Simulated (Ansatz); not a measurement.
NaTlO:
```xyz
6
Lattice="3.4856 0.0000 0.0000 -1.7428 3.0186 0.0000 0.0000 0.0000 11.4301" Properties=species:S:1:pos:R:3 pbc="T T T"
Na     1.7428     1.0062    10.2200
Na     0.0000     2.0124     4.5050
Tl     0.0000     2.0124     1.3167
Tl     1.7428     1.0062     7.0317
O      0.0000     0.0000    11.3236
O      0.0000     0.0000     5.6086
```

Relaxed with r²SCAN. Special points in fractions of this cell's reciprocal vectors: Γ (0.000, 0.000, 0.000); M (0.500, 0.000, 0.000); K (0.333, 0.333, 0.000); A (0.000, 0.000, 0.500); L (0.500, 0.000, 0.500); H (0.333, 0.333, 0.500).

Q: List the band energies nearest the valence-band maximum at these points for DFT-r²SCAN in the program Ansatz with PAW potentials.

A: In eV from the valence-band maximum; about four levels below and three above (degenerate sets whole), none deeper than 8.9 eV; points with the same levels are listed once.

```
k                          below                above
-  -----------------------------  -------------------
Γ  -0.79 -0.79 -0.79 -0.79 -0.63       1.35 3.31 5.52
M        -1.22 -1.21 -0.59 -0.17       2.20 2.91 5.64
K        -1.69 -1.57 -0.01 -0.01       3.58 3.58 4.08
A        -0.79 -0.79 -0.79 -0.79  2.26 2.26 6.81 6.81
L        -1.22 -1.22 -0.39 -0.39  2.52 2.52 5.84 5.84
H          -1.63 -1.63 0.00 0.00  3.57 3.57 4.42 4.42
```

Space group P6_3mc. The first step of the workflow began from a Materials Project structure, measured or hypothetical; the Crystallography Open Database copy checked does not list it. Whether it is the stable phase at ambient conditions was not checked. The cell was relaxed with r²SCAN under the symmetry of its start; its stability against distortions is not shown here. Spin–orbit coupling is left out wherever it is not named.

Potentials: the later of the program's two PAW sets.
